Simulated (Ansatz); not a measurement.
PtS:
```
PtS
1.0
    3.49561     0.00000     0.00000
    0.00000     3.49561     0.00000
    0.00000     0.00000     6.11118
Pt S
2 2
Direct
  0.50000   0.00000   0.50000
  0.00000   0.50000   0.00000
  0.00000   0.00000   0.75000
  0.00000   0.00000   0.25000
```

r²SCAN in the plane-wave PAW code Ansatz gives a gap of 0.79 eV without spin–orbit coupling, maximum at M, minimum at M.

What happens when spin–orbit coupling is switched on?

The gap decreases by 0.09 eV, to 0.70 eV; maximum at M, minimum at M.

Give the electron effective mass with spin–orbit coupling.

0.98, 1.6, 1.6 mₑ (principal values).

Give the hole effective mass with spin–orbit coupling.

0.27, 0.27, 4.4 mₑ (principal values).

Space group P4_2/mmc. The workflow started from a Materials Project entry (that database holds measured and hypothetical structures alike); the Crystallography Open Database files this formula in space group No. 131, but the cells were not matched. Whether it is the stable phase at ambient conditions was not checked. Symmetry was held in the r²SCAN relaxation; whether a distortion lowers the energy is not shown. The run is not spin-polarised.

Potentials: the later of the program's two PAW sets.
